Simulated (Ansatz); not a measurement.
Space group P6_3/mmc (No. 194). a = 4.264 Å, b = 4.264 Å, c = 5.751 Å, α = 90.00°, β = 90.00°, γ = 120.00°
```csv
atom,site,symmetry,x,y,z
Bi,2c,-6m2,0.3333,0.6667,0.2500
Pd,2a,-3m.,0.0000,0.0000,0.0000
```

Equation of state of this BiPd structure (not necessarily the ground state), with shape and atoms relaxed at each volume where symmetry leaves them free. It has no gap at any of these volumes. Method: DFT r2SCAN, scalar-relativistic, plane waves, PAW in Ansatz 0.2.0.

Settings: cutoff 500 eV, Γ-centred mesh 12×12×8 on the computed 4-atom cell, Gaussian smearing of 0.10 eV; no spin polarisation.

```tsv
V (Å³/atom)	E − E(largest V) (meV/atom)	P (GPa)
19.922	72.99	17.50
20.601	11.09	11.87
21.280	-29.02	7.18
21.959	-50.92	3.26
22.639	-57.67	0.01
23.318	-51.81	-2.71
23.997	-35.40	-4.98
24.902	0.00	-7.43
```

Question: Fit a third-order Birch–Murnaghan equation to E(V).

Answer: V0 = 22.64 Å³/atom, B0 = 99 GPa, B0' = 5.0.

Spin-orbit coupling is left out, which matters for the bands of heavy elements.

Cost: 8 runs of about 17 core-minutes in all, on Arm Neoverse V1 (shared hosts).